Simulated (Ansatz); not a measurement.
A distorted cell of TiO$_{2}$ (rutile):

```yaml
crystal:
  lattice:
    - [4.59734, 0.00000, 0.00000]
    - [0.00000, 4.59734, 0.00000]
    - [0.00000, 0.00000, 2.95429]
  atoms:
    - { symbol: Ti, position: [0.00000, 0.00000, 0.00000] }
    - { symbol: Ti, position: [0.54133, 0.50000, 0.50000] }
    - { symbol: O, position: [0.30461, 0.30461, 0.00000] }
    - { symbol: O, position: [0.80461, 0.19539, 0.50000] }
    - { symbol: O, position: [0.19539, 0.80461, 0.50000] }
    - { symbol: O, position: [0.69539, 0.69539, 0.00000] }
```

All values below come from r2SCAN (plane waves to 500 eV, PAW, scalar-relativistic; Ansatz, a first-principles code). k mesh 6×6×9 (Γ-centred), Fermi-Dirac smearing 0.05 eV. Energies are smeared free energies. Compression counts positive. The PAW data are Ansatz's earlier set. TiO2 is run without spin polarisation. TiO2 was relaxed with its symmetry unable to fall.

Q: Predict the force on every atom, in eV/Å.

A: 
```csv
atom,Fx,Fy,Fz
Ti1,2.792,-0.001,0.000
Ti2,-3.191,-0.818,0.000
O3,0.335,0.105,0.000
O4,0.019,-0.107,0.000
O5,-0.436,0.299,0.000
O6,0.480,0.523,0.000
```

Q: What is the stress tensor (GPa)?

A: 
```
  -0.27    -2.10     0.00
  -2.10     2.93     0.00
   0.00     0.00     3.37
```
The pressure, a third of the trace, is 2.01 GPa.

Q: In it atom 2 sits (0.190, 0.000, 0.000) Å away from its relaxed site. What is its energy relative to the relaxed cell?

A: 302 meV/cell.

(For displaced atoms, the force is minus the slope of the energy, and its curvature is a force constant, which sets phonon frequencies.)
